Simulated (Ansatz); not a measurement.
Frames from the relaxation of a relaxed CsPbBr3 cell with every coordinate shifted by Gaussian noise of σ = 0.3 Å, as extended XYZ (Å, eV, eV/Å, GPa with compression positive). Calculation: r2SCAN (plane waves to 500 eV, PAW, scalar-relativistic; Ansatz, a quantum-chemistry and plane-wave program). Γ-centred k-mesh 4×4×4 on the run's cell (coarser than for final values), Fermi–Dirac smearing 0.05 eV.

```xyz
5
Lattice="5.9376 0.0000 0.0000 0.0000 5.9376 0.0000 0.0000 0.0000 5.9376" Properties=species:S:1:pos:R:3:forces:R:3 pbc="T T T" step=1 free_energy=-25992.216 pressure=2.0 accepted=T
Cs     0.0830     0.0424     0.0038    0.0798    0.0799    0.0330
Pb     3.4428     3.5365     3.1354   -1.9292   -0.6293   -0.9991
Br     0.0394     3.1233     2.8853    1.7890   -0.1052   -0.0640
Br     3.1039     3.2528    -0.1541   -0.0019   -0.0001    1.0079
Br     2.8323     0.2886     2.7957    0.0622    0.6547    0.0222
5
Lattice="5.9239 0.0054 0.0067 0.0054 5.9714 0.0040 0.0067 0.0040 5.9789" Properties=species:S:1:pos:R:3:forces:R:3 pbc="T T T" step=2 free_energy=-25992.634 pressure=0.2 accepted=T
Cs     0.0970     0.0656     0.0108    0.0532    0.0546    0.0183
Pb     3.2900     3.4687     3.0793   -0.3889   -0.3078   -0.3250
Br     0.1768     3.1801     2.9197    0.1902    0.0481    0.0065
Br     3.0977     3.2857    -0.0854    0.0372    0.0405    0.2570
Br     2.8370     0.3163     2.8197    0.1086    0.1645    0.0432
5
Lattice="5.9209 0.0082 0.0134 0.0082 5.9703 0.0088 0.0134 0.0088 5.9858" Properties=species:S:1:pos:R:3:forces:R:3 pbc="T T T" step=3 free_energy=-25992.712 pressure=0.0 accepted=T
Cs     0.1519     0.1195     0.0294    0.0112    0.0174    0.0019
Pb     3.1597     3.3480     3.0193   -0.1310   -0.1471   -0.1286
Br     0.1286     3.2572     2.9478    0.0820    0.0099   -0.0071
Br     3.1477     3.3387    -0.0754   -0.0017    0.0040    0.1188
Br     2.9204     0.2625     2.8519    0.0398    0.1160    0.0152
```

The path has 10 moves and ends in P1 (No. 1) at a tolerance of 0.01 Å, Pm-3m (No. 221) at 0.1 Å, 0.10 eV/atom below its start. Free energies are of the whole cell and compare only within this code, potentials and settings.  No spin polarisation in the result.

The end of the path is a generated cell of CsPbBr3: the first start was made by placing the elements on the sites of a structure type, and the end was not matched to a known phase here, so it may be hypothetical. Known forms of CsPbBr3 include space group No. 62, 221.
